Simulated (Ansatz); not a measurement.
CoO (NiAs type, space group No. 194), plane-wave PAW r²SCAN (Ansatz code). The conduction-band minimum lies at A, with 1 equivalent valley. Second derivatives d²E/dk² of the lowest band at one valley (eV·Å²), along Cartesian directions:

```
direction  d²E/dk²
---------  -------
[100]        5.717
[010]        5.717
[001]        7.168
[110]        5.717
[101]        6.443
[011]        6.443
```

Task: Find the principal effective masses, the density-of-states mass and the conductivity mass.

Result: Off-diagonal terms follow from H_xy = H[110] − (H_xx + H_yy)/2, and m*/mₑ = 7.620 eV·Å² over each eigenvalue: 1.1, 1.3, 1.3. One valley's DOS mass (m₁m₂m₃)^(1/3) = 1.2, conductivity mass 3/(Σ 1/mᵢ) = 1.2 mₑ.

Task: What effective density of states Nc follows at 300 K for parabolic valleys?

Result: Nc = 2.509e19 × 1 × (1.2)^(3/2) ≈ 3.3e19 cm⁻³.

Space group P6_3/mmc (NiAs type). The start of the workflow was typed in or built on a structure type; neither database checked (COD, Materials Project) lists it. It is not the phase usual at ambient conditions (space group No. 225). The r²SCAN relaxation kept the symmetry of its start, as lowered by the spin order; whether a distortion lowers the energy is not shown. Spin order of the final state: antiferromagnetic, chosen from 3 collinear starts compared on coarse meshes (ties went to the first, and starts can fall back to one state), not a proven ground state. Other orbital occupations within this spin state were not tried. No Hubbard U is applied. Point labels and valley counts follow the cell and symmetry of the run, lower than the named group.

Potentials: the later of the program's two PAW sets.

Edges and masses are those of Kohn–Sham bands, whose gap is no quasiparticle gap.
